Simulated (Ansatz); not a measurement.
SiO2:
Space group P4₂/mnm (No. 136); a = 4.1945 Å, b = 4.1945 Å, c = 2.6782 Å, α = 90.00°, β = 90.00°, γ = 90.00°

```json
[
 {"atom": "Si", "site": "2a", "symmetry": "m.mm", "x": "0.0000", "y": "0.0000", "z": "0.0000"},
 {"atom": "O", "site": "4f", "symmetry": "m.2m", "x": "0.3061", "y": "0.3061", "z": "0.0000"}
]
```

Relaxed with PBEsol. The program Ansatz at the PBEsol level (PAW) gives a gap of 5.36 eV.

What gap does HSE06 give on the same cell (Ansatz, PAW)?

7.51 eV, 2.14 eV more. The hybrid was solved on a coarser mesh and at special points; its gap is the smallest among all of these.

| k | v1 PBEsol | c1 PBEsol | v1 HSE06 | c1 HSE06 |
|---|---|---|---|---|
| Γ | 0.00 | 5.36 | 0.00 | 7.51 |
| Z | -2.67 | 8.88 | (withheld) | (withheld) |
| M | -2.27 | 7.20 | -2.38 | 9.47 |
| A | -1.55 | 6.98 | (withheld) | (withheld) |
| R | -1.76 | 8.59 | (withheld) | (withheld) |
| X | -1.07 | 7.51 | (withheld) | (withheld) |

Top valence (v1) and lowest conduction level (c1) in eV from each method's valence maximum (which need not be a listed point): supply the withheld HSE06 values.


- A, v1 HSE06: -1.64
- A, c1 HSE06: 9.21
- X, v1 HSE06: -1.07
- X, c1 HSE06: 9.77
- R, v1 HSE06: -1.83
- R, c1 HSE06: 10.90
- Z, v1 HSE06: -2.80
- Z, c1 HSE06: 11.26

Cost on shared cores: the PBEsol run (SCF on a 7×7×10 mesh, then bands and DOS) about 14 core-seconds (a rough figure), the HSE06 run (SCF on 4×4×6, then a few points) very roughly 40 core-seconds; the tasks are unlike.

Space group P4_2/mnm (rutile). This is a known high-pressure phase of the composition, computed here at zero pressure and temperature. The PBEsol relaxation kept the symmetry of its start; its stability against distortions is not shown here.

Potentials: the earlier of the program's two PAW sets.
